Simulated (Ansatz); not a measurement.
A relaxed cell of GeW₄ is given with its symmetry left out. The cell was found from a structure generator's guess, not taken from experiment.

Theory: DFT PBE, scalar-relativistic, plane waves, PAW (Ansatz 0.2.0). Cutoff 420 eV, Γ-centred mesh, Gaussian smearing, no spin polarisation.

```
Ge W
1.0
     4.46700    0.00000    0.00000
    -2.23350    3.86853    0.00000
     0.00000    0.00000    7.09275
Ge W
1 4
Direct
  0.00000 0.00000 0.50000
  0.33333 0.66667 0.50000
  0.66667 0.33333 0.50000
  0.00000 0.00000 0.15302
  0.00000 0.00000 0.84698
```

Formation energies are uncorrected and refer to the elements' standard structures at the same level.

(1) Find its symmetry and describe it.

(2) How far does it lie from the elements in energy?

(3) Is it a metal?

## Answers

(1) P6/mmm (No. 191). Conventional cell: a = 4.467 Å, c = 7.093 Å. Ge has 8 W at 2.46–2.58 Å; W on a site of symmetry -6m2 is surrounded by 3 Ge at 2.58 Å and 3 W at 2.58 Å; W on a site of symmetry 6mm is surrounded by 1 W at 2.17 Å and 1 Ge at 2.46 Å.

(2) +2.52 eV/atom. A positive value: parting into the elements would lower its energy.

(3) Yes, bands cross the Fermi level on the 12×12×6 mesh.

The last run used a 12×12×6 mesh (in the run's order of axes) for its 5-atom cell and Gaussian smearing of 0.10 eV. Spin–orbit coupling, which can matter for W, is left out. The cell is a metal run without spin; a magnetic state may lie lower. A structure relaxed within its symmetry needn't be a true minimum. Another cell of GeW4 relaxed alike, in Im-3m, lies 0.98 eV/atom lower, so this cell isn't the stable form at this level.
